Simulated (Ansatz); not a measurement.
CuCl (zinc blende, F-43m), LDA in the plane-wave PAW code Ansatz: ε∞ = 5.62, cell volume 35.31 Å³. Infrared-active transverse modes:

```tsv
ω_TO (cm⁻¹)	oscillator strength S_xx (e²/amu)
189.7	0.04454
```

Q: Compute the static dielectric constant.

A: Each mode adds (4.921e7/V) S/ω²: 1.73. So ε0 = 7.35.

Q: What LO frequency does the Lyddane–Sachs–Teller relation give?

A: ω_LO = ω_TO √(ε0/ε∞) = 217 cm⁻¹.

Symmetry was held in the LDA relaxation; phonons on a q-mesh show no instability. No spin polarisation was allowed.

Potentials: the later of the program's two PAW sets.
